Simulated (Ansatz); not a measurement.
# Ag: clamped-ion strain scan

Theory: DFT r2SCAN, scalar-relativistic, plane waves, PAW in Ansatz 0.2.0. Settings: plane waves to 500 eV, k-mesh 24×24×14 (Γ-centred), Gaussian smearing 0.15 eV. No spin polarisation. Energies are free energies at this smearing, counted from the undisturbed cell; pressure is positive in compression.

Reference structure (relaxed at this level; with this scan's settings it stands at -0.1 GPa; this form isn't the usual structure):

```
Ag
1.0
     2.90370    0.00000    0.00000
    -1.45185    2.51467    0.00000
     0.00000    0.00000    4.74785
Ag
2
Direct
  0.33333 0.66667 0.25000
  0.66667 0.33333 0.75000
```

The cell is strained by ε times the Voigt pattern (0, 0, 1, 0, 0, 0) (xx, yy, zz, yz, xz, xy; engineering shear) with fractional coordinates fixed. The cell is metallic on the mesh throughout.

| ε | ΔE (meV/atom) | stress summed along the pattern (GPa, tension positive) | pressure (GPa) |
| --- | --- | --- | --- |
| -0.0600 | 40.8 | -13.34 | 8.1 |
| -0.0450 | 22.3 | -9.49 | 5.6 |
| -0.0300 | ? | ? | 3.4 |
| -0.0150 | ? | ? | 1.5 |
| 0.0000 | 0.0 | -0.26 | -0.1 |
| 0.0150 | 1.5 | 2.10 | -1.5 |
| 0.0300 | 6.6 | 4.15 | -2.8 |
| 0.0450 | 14.8 | ? | ? |
| 0.0525 | 20.0 | 6.71 | -4.3 |
| 0.0600 | 25.7 | 7.43 | -4.8 |

Q: Give the withheld values.

A: ΔE (meV/atom) at ε = -0.0300: 9.8; stress summed along the pattern (GPa, tension positive) at ε = -0.0300: -6.03; ΔE (meV/atom) at ε = -0.0150: 2.6; stress summed along the pattern (GPa, tension positive) at ε = -0.0150: -2.96; stress summed along the pattern (GPa, tension positive) at ε = 0.0450: 5.92; pressure (GPa) at ε = 0.0450: -3.8.